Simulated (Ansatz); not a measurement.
## Two inputs for Ca3Ru2N4

Cell: a Materials Project structure (computed, not necessarily an observed phase), atoms as given.

```cif
data_Ca3Ru2N4
_symmetry_space_group_name_H-M 'C2/c'
_symmetry_Int_Tables_number 15
_cell_length_a 10.9813
_cell_length_b 8.6038
_cell_length_c 5.3628
_cell_angle_alpha 90.000
_cell_angle_beta 90.766
_cell_angle_gamma 90.000
loop_
_atom_site_label
_atom_site_type_symbol
_atom_site_symmetry_multiplicity
_atom_site_Wyckoff_symbol
_atom_site_fract_x
_atom_site_fract_y
_atom_site_fract_z
Ca1 Ca 8 f 0.6155 0.3597 0.0413
Ca5 Ca 4 e 0.5000 0.0993 0.7500
Ru Ru 8 f 0.2884 0.8820 0.5876
N11 N 8 f 0.6123 0.3245 0.5237
N15 N 8 f 0.3442 0.9211 0.9309
```

One atom of each set is listed; the run and its k-mesh use a cell of 18 atoms with edges of 6.98, 6.98, 5.36 Å.

Reference run. The numbers come from a DFT calculation in Ansatz (PBE, plane waves and PAW, scalar-relativistic, collinear spin, 420 eV cutoff, Γ-centred 5×5×6 k-points, Fermi–Dirac smearing 0.05 eV). Start moments as typed (μB): 1 on each Ru, none on the rest.

Task: The input is changed as follows: `basis.ecutwfc`: not typed → 700 eV; `scf.mixing.algorithm`: not typed → msr1; `scf.mixing.beta`: not typed → 0.3; `scf.mixing.ndim`: not typed → 4. What happens to V_zz (10²¹ V/m²) and η?

Result: 

```
site  V_zz reference  η reference  V_zz changed  η changed
 Ca1            1.02         0.71          1.02       0.71
 Ca5            1.82         0.91          1.82       0.91
  Ru            2.97         0.95          2.97       0.95
 N11           -3.08         0.87         -3.09       0.87
 N15           -2.53         0.36         -2.54       0.35
```

No V_zz moves by more than 0.01. SCF iterations: 14 and 16.

On the reference run: With no gap above 0.1 eV, as in a metal, the gradients converge slowly in k; expect changes of a tenth or more on a denser mesh. Without spin–orbit coupling (the program notes it for Ru) the gradients can shift somewhat, as the gap is small. With these PAW files V_zz is typically within 2 to 3 % of all-electron values, but misses above 10 % occur on Ru. Semilocal functionals make gaps too small and can close them, so the real compound need not be a metal. The start moments die out, and the run ends without spin.
